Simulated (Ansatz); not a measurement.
MgInGaO₄:
```
MgInGaO4
1.0
    1.67200     0.96533     8.43274
   -1.67200     0.96533     8.43274
    0.00000    -1.93066     8.43274
In Ga Mg O
1 1 1 4
Direct
  0.99797   0.99797   0.99797
  0.21237   0.21237   0.21237
  0.78447   0.78447   0.78447
  0.13509   0.13509   0.13509
  0.87603   0.87603   0.87603
  0.28858   0.28858   0.28858
  0.70548   0.70548   0.70548
```

Relaxed with PBEsol.

### Question
Give the optical modes at the zone centre with their infrared activity from DFPT, plane-wave PAW PBEsol (Ansatz code).

### Answer
Transverse frequencies, without the LO–TO term; a row sums one degenerate level.

```tsv
ω (cm⁻¹)	degeneracy	IR ((D/Å)²/amu)	activity	symmetry
99	2	0.00	IR-inactive	E
185	1	3.09	IR	A1
188	2	0.15	IR	E
316	1	1.49	IR	A1
343	2	23.48	IR	E
346	2	9.51	IR	E
353	1	16.04	IR	A1
510	2	30.39	IR	E
514	1	13.04	IR	A1
549	2	0.67	IR	E
575	1	0.00	IR-inactive	A1
645	1	0.10	IR	A1
```

### Question
How high does the top mode go among those that the LO–TO term moves?

### Answer
643 cm⁻¹ for q along x, 643 cm⁻¹ for q along y, 656 cm⁻¹ for q along z.

Space group R3m. The cell is a constructed one: a structure type filled with these elements; neither database checked (COD, Materials Project) lists it. Its standing as an ambient phase is unchecked. The PBEsol relaxation kept the symmetry of its start; whether a distortion lowers the energy is not shown.

Potentials: the earlier of the program's two PAW sets. The files were generated under PBE; for other functionals the program regenerates the frozen cores, and for LDA and PBEsol the local potential too.
